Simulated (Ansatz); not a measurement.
## YbB2 (AlB2-type structure)

**The experiment.** The Crystallography Open Database holds a cell as deposited of hexagonal YbB2 (space group P6/mmm), temperature not stated (1974): a, c = 3.250, 3.732 Å, 11.38 Å³/atom.

Computed with Ansatz (plane waves, PAW, 420 eV cutoff): PBE, scalar-relativistic, no spin polarisation, Γ-centred 12×12×10 mesh, 0.05 eV Gaussian smearing. The datasets are Ansatz's generated set soft_2.

```yaml
crystal:
  lattice:
    - [3.22943, 0.00000, 0.00000]
    - [-1.61471, 2.79676, 0.00000]
    - [0.00000, 0.00000, 3.84631]
  atoms:
    - { symbol: Yb, position: [0.00000, 0.00000, 0.00000] }
    - { symbol: B, position: [0.33333, 0.66667, 0.50000] }
    - { symbol: B, position: [0.66667, 0.33333, 0.50000] }
```

The start was a prototype's sites filled with these elements; the Crystallography Open Database holds the compound in this structure.

The cell above was scaled in volume, and shape and atoms were relaxed at each volume within its symmetry. Energies are counted from the cell above.

Cell and atoms are those of this level's equilibrium.

| V (Å³/atom) | ΔE (meV/atom) | P from the stress (GPa) |
| --- | --- | --- |
| 10.943 | 17.22 | 9.01 |
| 11.117 | 8.92 | 6.33 |
| 11.348 | 2.17 | 3.02 |
| 11.580 | 0.00 | 0.00 |
| 11.811 | 2.03 | -2.76 |
| 12.043 | 7.89 | -5.27 |
| 12.390 | 23.05 | -8.60 |
| 12.738 | 44.89 | -11.46 |

Problem. Do the energies and the pressures agree? Compare −ΔE/ΔV between neighbouring points (1 meV/Å³ = 0.1602 GPa) with the mean of their pressures.

Solution. 
```csv
interval (Å³/atom),−ΔE/ΔV (GPa),mean P (GPa)
10.94 to 11.12,7.7,7.7
11.12 to 11.35,4.7,4.7
11.35 to 11.58,1.5,1.5
11.58 to 11.81,-1.4,-1.4
11.81 to 12.04,-4.1,-4.0
12.04 to 12.39,-7.0,-6.9
12.39 to 12.74,-10.1,-10.0
```
They differ by 0.06 GPa at most.

Problem. What do the two routes give for V0, B0 and B0′?

Solution. A third-order Birch–Murnaghan fit of the energies: V0 = 11.58 Å³/atom, B0 = 144 GPa, B0′ = 3.8. A polynomial of P in ln V, with B = −dP/d ln V at P = 0: V0 = 11.58 Å³/atom, B0 = 144 GPa, B0′ = 3.6.

B0·V0 = 144.4 GPa × 11.58 Å³ = 10.44 eV/atom sets the scale: near the minimum ΔE ≈ ½ B0 V0 x², with x = V/V0 − 1, and a pressure of 1.4 GPa squeezes the volume by about 1 %. At the ends of the curve: x = −5.5 % predicts 15.7 meV/atom and the run gives 17.2; x = +10.0 % predicts 52.3 meV/atom and the run gives 44.9. The lopsidedness is anharmonic: atoms resist being pushed together more than being pulled apart.

**Against experiment.** PBE gives 3.229, 3.846 Å and 11.58 Å³/atom, +1.8 % in volume (+0.6 % in length) from the database's cell. The axes miss by −0.6 %, +3.1 %, so errors cancel in the volume. PBE usually overestimates volumes by a few per cent.

Without a U the 4f levels of Yb lie too near the Fermi level, so their share of the states there, and what hangs on it, is overstated. For elements this heavy, spin–orbit coupling would shift levels and gaps; it isn't included here. Spin polarisation wasn't allowed in this run, so with an open shell this may not be the ground state. The run is a metal.
